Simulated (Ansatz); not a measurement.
Ansatz 0.2.0, relaxation: K$_{4}$HgGe$_{2}$

The input file (Ansatz 0.2.0, plane waves):

```yaml
crystal:
  lattice:
    - [2.865567, 4.963307, 0.0]
    - [-2.865567, 4.963307, 0.0]
    - [0.0, -3.308868, 9.087682]
  atoms:
    - { symbol: K, position: [0.3891, 0.3891, 0.1673] }
    - { symbol: K, position: [0.6109, 0.6109, 0.8327] }
    - { symbol: Hg, position: [0.0, 0.0, 0.0] }
    - { symbol: Ge, position: [0.0883, 0.0883, 0.2649] }
    - { symbol: Ge, position: [0.9117, 0.9117, 0.7351] }
    - { symbol: K, position: [0.208, 0.208, 0.624] }
    - { symbol: K, position: [0.792, 0.792, 0.376] }
  symmetry: { tolerance: 0.0003 }
kpoints:
  mp_grid: { grid: [4, 4, 4], shift: [0, 0, 0] }
magnetization:
  noncollinear: true
  spin_orbit: true
scf:
  occupations: { method: fermi_dirac }
hamiltonian:
  pseudopotentials: { kind: paw_fr }
  xc: pbe
basis:
  ecutwfc: 420
output:
  forces: true
  stress: true
  eigenvalues: true
relax:
  max_steps: 40
  cell: {}
  f_tol: 0.005
  max_displacement: 0.05
```

The command:

```bash
ansatz run input.yaml --threads 1 --pin off --max-ram 2560MiB --backend cpu --events-out ev --progress --plain --runs-dir out
```

Origin of the cell: a known structure type with other elements, at an estimated volume, so it need not be a known compound.

The smearing width isn't typed, so it takes its default of 0.1 eV.

Output (shortened):

```
SCF iter   1: F=—  HF=-28604.655874 eV  Δρ=8.81e-2  dr2=5.84e1  dr2_m=0.00e0 (ungated)  |M|=0.00e0 ∫|m|=0.00e0 μB  defer=16
SCF iter   2: F=—  HF=-28598.722375 eV  Δρ=3.30e-2  dr2=1.47e1  dr2_m=0.00e0 (ungated)  |M|=0.00e0 ∫|m|=0.00e0 μB  defer=26
SCF iter   3: F=—  HF=-28596.789194 eV  Δρ=1.67e-2  dr2=5.41e0  dr2_m=0.00e0 (ungated)  |M|=0.00e0 ∫|m|=0.00e0 μB  defer=36
SCF iter   4: F=—  HF=-28595.781228 eV  Δρ=8.60e-3  dr2=3.78e-1  dr2_m=0.00e0 (ungated)  |M|=0.00e0 ∫|m|=0.00e0 μB  defer=62
SCF iter   5: F=—  HF=-28595.711946 eV  Δρ=3.96e-3  dr2=1.20e-1  dr2_m=0.00e0 (ungated)  |M|=0.00e0 ∫|m|=0.00e0 μB  defer=64
SCF iter   6: F=—  HF=-28595.689577 eV  Δρ=1.76e-3  dr2=3.87e-2  dr2_m=0.00e0 (ungated)  |M|=0.00e0 ∫|m|=0.00e0 μB  defer=64
SCF iter   7: F=—  HF=-28595.685009 eV  Δρ=9.25e-4  dr2=5.16e-3  dr2_m=0.00e0 (ungated)  |M|=0.00e0 ∫|m|=0.00e0 μB  defer=64
SCF iter   8: F=—  HF=-28595.685044 eV  Δρ=3.50e-4  dr2=7.72e-4  dr2_m=0.00e0 (ungated)  |M|=0.00e0 ∫|m|=0.00e0 μB  defer=64
SCF iter   9: F=—  HF=-28595.685196 eV  Δρ=1.15e-4  dr2=8.33e-5  dr2_m=0.00e0 (ungated)  |M|=0.00e0 ∫|m|=0.00e0 μB  defer=64
SCF iter  10: F=—  HF=-28595.685373 eV  Δρ=4.31e-5  dr2=1.62e-5  dr2_m=0.00e0 (ungated)  |M|=0.00e0 ∫|m|=0.00e0 μB  defer=60
SCF iter  11: F=—  HF=-28595.685380 eV  Δρ=2.22e-5  dr2=4.87e-6  dr2_m=0.00e0 (ungated)  |M|=0.00e0 ∫|m|=0.00e0 μB  defer=60
SCF iter  12: F=—  HF=-28595.685382 eV  Δρ=1.06e-5  dr2=9.56e-7  dr2_m=0.00e0 (ungated)  |M|=0.00e0 ∫|m|=0.00e0 μB  defer=60
SCF iter  13: F=—  HF=-28595.685382 eV  Δρ=4.59e-6  dr2=1.26e-7  dr2_m=0.00e0 (ungated)  |M|=0.00e0 ∫|m|=0.00e0 μB  defer=60
SCF iter  14: F=-28595.685382 eV  HF=-28595.685382 eV  Δρ=1.94e-6  dr2=2.66e-8  dr2_m=0.00e0 (ungated)  |M|=0.00e0 ∫|m|=0.00e0 μB
relax step   1: F+E_penalty+E_count = -28595.685382 eV  Δ(F+E_penalty+E_count) = +0.000e0 eV  max|allowed force component| = 7.596e-1 eV/Å  Δτ_max = 0.0000 Å  P = +2.571 GPa  Ω = 258.503 Å³ […]
relax step   2: F+E_penalty+E_count = -28595.882133 eV  Δ(F+E_penalty+E_count) = -1.968e-1 eV  max|allowed force component| = 1.473e-1 eV/Å  Δτ_max = 0.0492 Å  P = +1.156 GPa  Ω = 270.866 Å³ […]
relax step   3: F+E_penalty+E_count = -28595.942583 eV  Δ(F+E_penalty+E_count) = -6.045e-2 eV  max|allowed force component| = 1.123e-1 eV/Å  Δτ_max = 0.0475 Å  P = +0.645 GPa  Ω = 279.401 Å³ […]
relax step   4: F+E_penalty+E_count = -28595.973123 eV  Δ(F+E_penalty+E_count) = -3.054e-2 eV  max|allowed force component| = 7.774e-2 eV/Å  Δτ_max = 0.0481 Å  P = +0.296 GPa  Ω = 286.163 Å³ […]
relax step   5: F+E_penalty+E_count = -28595.986807 eV  Δ(F+E_penalty+E_count) = -1.368e-2 eV  max|allowed force component| = 4.654e-2 eV/Å  Δτ_max = 0.0486 Å  P = +0.094 GPa  Ω = 290.868 Å³ […]
relax step   6: F+E_penalty+E_count = -28595.991666 eV  Δ(F+E_penalty+E_count) = -4.859e-3 eV  max|allowed force component| = 1.675e-2 eV/Å  Δτ_max = 0.0500 Å  P = +0.051 GPa  Ω = 291.711 Å³ […]
relax step   7: F+E_penalty+E_count = -28595.992357 eV  Δ(F+E_penalty+E_count) = -6.918e-4 eV  max|allowed force component| = 1.076e-2 eV/Å  Δτ_max = 0.0185 Å  P = -0.008 GPa  Ω = 293.454 Å³ […]
relax step   8: F+E_penalty+E_count = -28595.992453 eV  Δ(F+E_penalty+E_count) = -9.533e-5 eV  max|allowed force component| = 2.628e-3 eV/Å  Δτ_max = 0.0065 Å  P = -0.002 GPa  Ω = 293.108 Å³ […]
relax step   9: F+E_penalty+E_count = -28595.995410 eV  Δ(F+E_penalty+E_count) = -2.958e-3 eV  max|allowed force component| = 3.543e-3 eV/Å  Δτ_max = 0.0000 Å  P = +0.009 GPa  Ω = 293.108 Å³  stress off target by 1.21e-2 GPa […]
SCF 9 converged in 12 iterations: F = -28595.995410 eV  dr2 = 3.23e-11
basis re-selected at this cell: Δ(F+E_penalty+E_count) = -2.958e-3 eV, ΔP = +0.012 GPa vs the last step (what re-selecting the basis moved, of the pressure what is left beyond the Pulay corre […]
SCF converged after 12 iterations
Magnetization: |M| = 0.0000 μB,  M = (+0.0000, +0.0000, +0.0000) μB
Absolute magnetization: 0.0000 μB (∫|m|)
  site 0: m = (+0.0000, +0.0000, +0.0000) μB, |m| = 0.0000 μB  (R = 1.49 Å)
  site 1: m = (+0.0000, +0.0000, +0.0000) μB, |m| = 0.0000 μB  (R = 1.49 Å)
  site 2: m = (+0.0000, +0.0000, +0.0000) μB, |m| = 0.0000 μB  (R = 1.04 Å)
  site 3: m = (+0.0000, +0.0000, +0.0000) μB, |m| = 0.0000 μB  (R = 1.04 Å)
  site 4: m = (+0.0000, +0.0000, +0.0000) μB, |m| = 0.0000 μB  (R = 1.04 Å)
  site 5: m = (+0.0000, +0.0000, +0.0000) μB, |m| = 0.0000 μB  (R = 1.44 Å)
  site 6: m = (+0.0000, +0.0000, +0.0000) μB, |m| = 0.0000 μB  (R = 1.44 Å)
Free energy (F): -28595.995410 eV
Harris-Foulkes:  -28595.995410 eV  (|F-HF|=1.82e-11)
Internal energy: -28595.845928 eV  (E = F + TS)
E sigma→0 (E₀):  -28595.920669 eV
Entropy (-TS):   -0.149483 eV (-21.355 meV/atom)
Fermi energy:    3.961609 eV
--- Per-component energies (eV) ---
  E_band       = -1466.025168
  E_kinetic    = 1837.958856
  E_local      = -13465.267068  (includes V_loc(G=0)·N_el)
  E_nonlocal   = 938.409253
  E_hartree    = 5718.687427
  E_xc         = -909.929658
  E_vxc        = -1047.768196  (∫ρ·V_xc dr)
  E_paw        = -17136.484644  (= ΣΔE_a)
  E_vpaw       = -1166.734896  (= ΣTr[D̂ρ^β])
  E_aug_tail   = 0.001495  (compensation charges beyond the density's cutoff)
  E_ewald      = -5579.221590
  E_smearing   = -0.149483  (= −TS)
  Σ components = -28595.995410   (vs F -28595.995410, Δ=0.00e0)
--- Forces (eV/Å), atoms counted from 1 ---
  atom   1  K      0.000000     0.000000     0.000550
  atom   2  K     -0.000000    -0.000000    -0.000550
  atom   3  Hg     0.000000    -0.000000     0.000000
  atom   4  Ge     0.000000    -0.000000    -0.003543
  atom   5  Ge    -0.000000     0.000000     0.003543
  atom   6  K      0.000000    -0.000000    -0.002405
  atom   7  K      0.000000     0.000000     0.002405
  max |Σ_I F_I| component: 9.76e-18 eV/Å
--- Stress (GPa, compression-positive) ---
        0.007829       0.000000      -0.000000
        0.000000       0.007829       0.000000
       -0.000000       0.000000       0.012141
  P = ⅓ Tr σ = 0.0093 GPa (0.093 kbar)
--- Relaxed structure (8 steps of the walk, 8 accepted, 1 SCFs on fresh bases) ---
  F+E_penalty+E_count = -28595.995410 eV   max|allowed force component| = 3.543e-3 eV/Å   (the final SCF, on the basis selected at the relaxed cell)
  cell:  # Å, volume = 293.1080 Å³
    - [2.956881, 5.121468, -9.392e-7]
    - [-2.956881, 5.121468, -9.392e-7]
    - [0.0, -3.414310, 9.677637]
  atoms:
    - { symbol: K, position: [0.379253, 0.379253, 0.137759] }
    - { symbol: K, position: [0.620747, 0.620747, 0.862241] }
    - { symbol: Hg, position: [0.0, 0.0, 0.0] }
    - { symbol: Ge, position: [0.086630, 0.086630, 0.259890] }
    - { symbol: Ge, position: [0.913370, 0.913370, 0.740110] }
    - { symbol: K, position: [0.207252, 0.207252, 0.621755] }
    - { symbol: K, position: [0.792748, 0.792748, 0.378245] }
```

Caveats: the k mesh is coarse if the cell is a metal; the relaxation held the start's symmetry, so the end may be a saddle point.

The run took 9.2 min on 1 thread of Intel(R) Xeon(R) Platinum 8488C (Sapphire Rapids), on a shared host, peak memory 1.3 GiB, from the program's own first density.
